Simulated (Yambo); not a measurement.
BSE-type run in Yambo on CuI (space group Cmcm, No. 63), at zero momentum.

Quantum ESPRESSO step (PBEsol, PseudoDojo standard norm-conserving files, scalar-relativistic):
```
&CONTROL
  calculation = 'nscf'
  pseudo_dir = './pseudo'
  outdir = './out'
/
&SYSTEM
  ibrav = 0
  nat = 4
  ntyp = 2
  ecutwfc = 92.0
  ecutrho = 368.0
  occupations = 'fixed'
  force_symmorphic = .true.
  nbnd = 74
/
&ELECTRONS
  conv_thr = 4e-09
  diago_full_acc = .true.
  diago_thr_init = 1e-08
/
ATOMIC_SPECIES
Cu 63.5460 Cu.upf
I 126.9045 I.upf
CELL_PARAMETERS angstrom
  3.305974363000  -3.494873673000   0.000000000000
  3.305974363000   3.494873673000   0.000000000000
  0.000000000000   0.000000000000   4.366443437000
ATOMIC_POSITIONS crystal
Cu   0.412912563000   0.587087437000   0.750000000000
Cu   0.587087437000   0.412912563000   0.250000000000
I   0.786321977900   0.213678022100   0.750000000000
I   0.213678022100   0.786321977900   0.250000000000
K_POINTS automatic
4 4 6 0 0 0
```

Yambo input:
```
rim_cut
optics
bse
bss
dipoles
RandQpts= 1000000
RandGvec= 1 Ry
FFTGvecs= 40 Ry
BSKmod= "HARTREE"
BSEmod= "resonant"
BSSmod= "hs"
BSENGexx= 15 Ry
% KfnQP_E
 0.716 | 1.0 | 1.0 |
%
% BSEQptR
 1 | 1 |
%
% BSEBands
 12 | 32 |
%
% BEnRange
 0.0 | 8.1 | eV
%
% BDmRange
 0.15 | 0.15 | eV
%
BEnSteps= 162
% BLongDir
 1.0 | 0.0 | 0.0 |
%
BSHayTrs= -0.02
BSSNEig= 24
WRbsWF
```

From the report:

The dimension is k points × valence × conduction bands = 96 × 15 × 6 = 8640.
```
  [SLEPC] Approach                          : Krylov-Schur
  [SLEPC] Number of requested eigenvalues   :  24
  [SLEPC] Number of eigenvalues        [NEV]:  24
   [K] Dimension                                    :   8640
   [K] Bands                                        :   12   32
   [K] Exchange res                                 : yes
   [K] Correlation res                              : no
   [K] W interaction is bare                        : no
   [K] RL vectors exchange                          :   677
```

Spin-orbit coupling is not included.

Geometry relaxed with PBE+D3(BJ).

This is not the ordinary phase of the substance; no match was found in the copy of COD used, and its stability was not checked.
